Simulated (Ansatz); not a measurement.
Suppose Ca4Ti3 takes space group P-3m1 (No. 164), with Ca on 2d and 2d; Ti on 2d and 1a. The cell of Ca4Ti3 is invented: close-packed layers stacked ABCABAB (elements of the layers in order: Ca Ti Ti Ti Ca Ca Ca).

The calculation used DFT PBE, scalar-relativistic, plane waves, PAW in Ansatz 0.2.0. Cutoff 420 eV, Γ-centred mesh, Gaussian smearing, collinear spin.

Formation energies are uncorrected and refer to the elements' standard structures at the same level.

Problem. Give the relaxed lattice parameters and positions.

Solution.

Space group P-3m1 (No. 164). a = 3.476 Å, b = 3.476 Å, c = 19.254 Å, α = 90.00°, β = 90.00°, γ = 120.00°
```
atom  site  symmetry       x       y       z
  Ca    2d       3m.  0.3333  0.6667  0.7581
  Ca    2d       3m.  0.3333  0.6667  0.4149
  Ti    2d       3m.  0.6667  0.3333  0.8977
  Ti    1a      -3m.  0.0000  0.0000  0.0000
```

Ca on its first site has 3 Ti at 3.36 Å, 6 Ca at 3.48 Å and 3 Ca at 3.89 Å; Ca on its second site is surrounded by 6 Ca at 3.48 Å and 6 Ca at 3.84–3.89 Å; around Ti on a site of symmetry 3m lie 3 Ti at 2.81 Å, 3 Ca at 3.36 Å and 6 Ti at 3.48 Å; around Ti on a site of symmetry -3m lie 6 Ti at 2.81 Å and 6 Ti at 3.48 Å. Another local minimum with the same sites may exist.

Problem. Where does its energy lie, and is it a metal?

Solution. The energy over the elements is +0.41 eV/atom. The gap on the 12×12×2 mesh of the 7-atom cell is 0 eV (a metal). The net moment per atom is 0.48 μB and the moment by site is Ti 0.9 (×2), 0.7 μB. It can't be a ground state, since the elements alone are lower.

The last run used collinear spin and Gaussian smearing of 0.10 eV. The magnetic state reached may not be the lowest. A structure relaxed within its symmetry needn't be a true minimum. Site moments count only spheres around the atoms; the net moment includes the space between them.
